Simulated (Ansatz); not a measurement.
Ba3MgNb2O9:
```
Ba3MgNb2O9
1.0
    5.75046     0.00000     0.00000
   -2.87523     4.98005     0.00000
    0.00000     0.00000     7.05903
Ba Mg Nb O
3 1 2 9
Direct
  0.00000   0.00000   0.00000
  0.33333   0.66667   0.66647
  0.66667   0.33333   0.33353
  0.00000   0.00000   0.50000
  0.33333   0.66667   0.17842
  0.66667   0.33333   0.82158
  0.82880   0.17120   0.67423
  0.17120   0.82880   0.32577
  0.82880   0.65759   0.67423
  0.17120   0.34241   0.32577
  0.34241   0.17120   0.67423
  0.65759   0.82880   0.32577
  0.50000   0.00000   0.00000
  0.00000   0.50000   0.00000
  0.50000   0.50000   0.00000
```

Relaxed with PBEsol. Special points in fractions of this cell's reciprocal vectors: Γ (0.000, 0.000, 0.000); M (0.500, 0.000, 0.000); K (0.333, 0.333, 0.000); A (0.000, 0.000, 0.500); L (0.500, 0.000, 0.500); H (0.333, 0.333, 0.500).

### Question
List the band energies nearest the valence-band maximum at these points for the program Ansatz at the PBEsol with spin–orbit coupling level (PAW).

### Answer
In eV from the valence-band maximum; about four levels below and three above (degenerate sets whole), none deeper than 8.9 eV; points with the same levels are listed once.

```tsv
k	below	above
Γ	-0.22 -0.22 -0.17 -0.17	2.85 2.85 2.98 2.98
M	-0.56 -0.56 -0.06 -0.06	3.43 3.43 3.97 3.97
K	-0.32 -0.32 -0.32 -0.32 -0.28 -0.28	4.01 4.01 4.05 4.05
A	0.00 0.00 0.00 0.00	3.21 3.21 3.31 3.31
L	-0.46 -0.46 -0.27 -0.27	3.05 3.05 4.07 4.07
H	-0.61 -0.61 -0.60 -0.60	3.70 3.70 3.74 3.74
```

Space group P-3m1. The first step of the workflow began from a Materials Project structure, measured or hypothetical; the Crystallography Open Database files this formula in space group No. 164, but the cells were not matched. Its standing as an ambient phase is unchecked. The PBEsol relaxation kept the symmetry of its start; its stability against distortions is not shown here. The run is not spin-polarised.

Potentials: the later of the program's two PAW sets.
